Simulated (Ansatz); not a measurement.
Zone-centre phonons of Bi: input and output

Computed with DFT PBE, scalar-relativistic, plane waves, PAW (Ansatz 0.2.0).

Launched with:
```bash
ansatz run input.yaml --threads 1 --pin off --max-ram 3072MiB --backend cpu --events-out ev --progress --plain --runs-dir out
```

Input (bare energies are in eV):
```yaml
crystal:
  lattice:
    - [2.2908411182, 1.3226177363, 4.0545670767]
    - [-2.2908411182, 1.3226177363, 4.0545670767]
    - [0.0, -2.6452354726, 4.0545670767]
  atoms:
    - { symbol: Bi, position: [0.2339139682, 0.2339139682, 0.2339139682] }
    - { symbol: Bi, position: [0.7660860318, 0.7660860318, 0.7660860318] }
basis:
  ecutwfc: 420
kpoints:
  mp_grid: { grid: [12, 12, 12] }
hamiltonian:
  xc: pbe
scf:
  occupations: { method: fermi_dirac, width: 0.15 }
output:
  eigenvalues: true
phonons:
  method: dfpt
  eigenvectors: true
```

Results section of the output:
```
--- Phonons (Γ-DFPT): 2 representative perturbations + reference, on 476 of 1728 k-points (Σ response iterations 6) ---
  k mesh reduced under 2 symmetry operations, with k and −k counted as one. Each operation leaves every solved perturbation unchanged. A smaller set is not used because it would not reduce the number of displacements ...
  ASR residual: 5.801e-5 → 0.000e0 eV/Å²; symmetrization residual: 4.221e-5 eV/Å²
  ASR residual per site (eV/Å²): 5.80e-5 5.80e-5
  Γ frequencies (cm⁻¹): 0.00 0.00 0.00 71.59 71.59 96.78
  non-analytic LO–TO correction: not included (Born effective charges unavailable; polar crystals: no LO–TO splitting at Γ)
```

It took 6.1 min on 1 thread of Intel(R) Xeon(R) Processor @ 2.50GHz (Skylake/Cascade Lake), on a shared host, peak memory 2.3 GiB.

In a metal, frequencies and elastic constants depend on the k mesh and the smearing, soft modes and shear constants most. Spin–orbit coupling is left out, which can shift energies with elements as heavy as these.